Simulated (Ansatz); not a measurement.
A distorted cell of MoS2 (2H-MoS2 type, space group P6_3/mmc):

```xyz
6
Lattice="3.1494 0.0000 0.0000 -1.5747 2.7275 0.0000 0.0000 0.0000 12.0915" Properties=species:S:1:pos:R:3 pbc="T T T"
Mo     0.0000     1.8183     3.0229
Mo     1.5747     0.9092     9.0686
S      0.0000     1.8183     7.5028
S      1.5747     0.9092     1.4571
S      1.5747     0.9092     4.5887
S      0.0000     1.8183    11.1144
```

The numbers are results of PBE-D3(BJ) (plane waves to 420 eV, PAW, scalar-relativistic; Ansatz, a first-principles code), not measurements. k mesh 10×10×3 (Γ-centred), Fermi-Dirac smearing 0.05 eV. Energies are smeared free energies. Compression counts positive. As the smearing reaches across the gap at some points, energies and forces of such displacements shift with the k mesh and the smearing. MoS2 is run without spin polarisation. MoS2 was relaxed with its symmetry unable to fall. The PAW data are Ansatz's earlier set.

Problem. What forces act on the atoms (eV/Å, Cartesian)?

Solution. 
```csv
atom,Fx,Fy,Fz
Mo1,0.000,0.000,0.067
Mo2,0.000,0.000,3.473
S3,0.000,0.000,0.666
S4,0.000,0.000,0.262
S5,0.000,0.000,0.004
S6,0.000,0.000,-4.472
```

Problem. Give the stress tensor in GPa and the pressure.

Solution. 
```
   -3.4      0.0      0.0
    0.0     -3.4      0.0
    0.0      0.0    -13.1
```
The pressure, a third of the trace, is -6.6 GPa.

Problem. In it atom 6 sits (0.000, 0.000, 0.480) Å away from its relaxed site. What is its energy relative to the relaxed cell?

Solution. 1359 meV/cell.

(For displaced atoms, the force is minus the slope of the energy, and its curvature is a force constant, which sets phonon frequencies.)
